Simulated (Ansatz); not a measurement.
AlNi:
```xyz
2
Lattice="2.8932 0.0000 0.0000 0.0000 2.8932 0.0000 0.0000 0.0000 2.8932" Properties=species:S:1:pos:R:3 pbc="T T T"
Al     0.0000     0.0000     0.0000
Ni     1.4466     1.4466     1.4466
```

Relaxed with PBE. Special points in fractions of this cell's reciprocal vectors: Γ (0.000, 0.000, 0.000); X (0.000, 0.500, 0.000); M (0.500, 0.500, 0.000); R (0.500, 0.500, 0.500).

Problem. List the band energies nearest the Fermi level at these points for the program Ansatz at the PBE level (PAW).

Solution. In eV from the Fermi level; about four levels below and three above (degenerate sets whole), none deeper than 8.9 eV; points with the same levels are listed once.

```csv
k,below,above
Γ,-3.15 -3.15 -1.48 -1.48 -1.48,5.45 5.45 5.45
X,-2.18 -2.18 -1.39 -0.60,8.23 9.92 9.92
M,-2.84 -2.84 -2.00 -2.00 -0.96,1.46 2.46 12.14
R,-4.01 -4.01 -4.01 -0.93 -0.93,2.00 2.00 2.00
```

Space group Pm-3m (CsCl type). The cell was relaxed with PBE under the symmetry of its start. The workflow began spin-polarised and lost its moments.

Potentials: the later of the program's two PAW sets.
